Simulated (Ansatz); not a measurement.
The end of the path is a generated cell of VSb: the first start was made by placing the elements on the sites of a structure type, and the end was not matched to a known phase here, so it may be hypothetical.

A geometry of VSb away from equilibrium: step 5 of the relaxation of a generated trial cell of VSb in the AFLOW prototype AB_tP4_129_c_c (B11, as in TiCu). The numbers are results of PBE (plane waves to 420 eV, PAW, scalar-relativistic; Ansatz, an electronic-structure program), not measurements. Γ-centred k-mesh 9×9×5 on the run's cell (coarser than for final values), Fermi–Dirac smearing 0.05 eV. The plane waves were selected for a different cell earlier on the path.

```yaml
crystal:
  lattice:
    - [3.40458, 0.00000, 0.00000]
    - [0.00000, 3.40458, 0.00000]
    - [0.00000, 0.00000, 6.34140]
  atoms:
    - { symbol: V, position: [0.50000, 0.00000, 0.62323] }
    - { symbol: V, position: [0.00000, 0.50000, 0.37677] }
    - { symbol: Sb, position: [0.50000, 0.00000, 0.18030] }
    - { symbol: Sb, position: [0.00000, 0.50000, 0.81970] }
```
Spin-polarised start, with parallel moments on V.

Give the Cartesian forces on all atoms (eV/Å).


```tsv
atom	Fx	Fy	Fz
V1	0.00	0.00	-0.35
V2	0.00	0.00	0.35
Sb3	0.00	0.00	0.13
Sb4	0.00	0.00	-0.13
```

The path ends in P4/nmm (No. 129). No spin polarisation in the result: the starting moments vanished. No dispersion correction is included, so spacings between layers, chains or molecules are soft and tend to come out too large.

The run could not lose the symmetry of its start, so the end can be a saddle point.
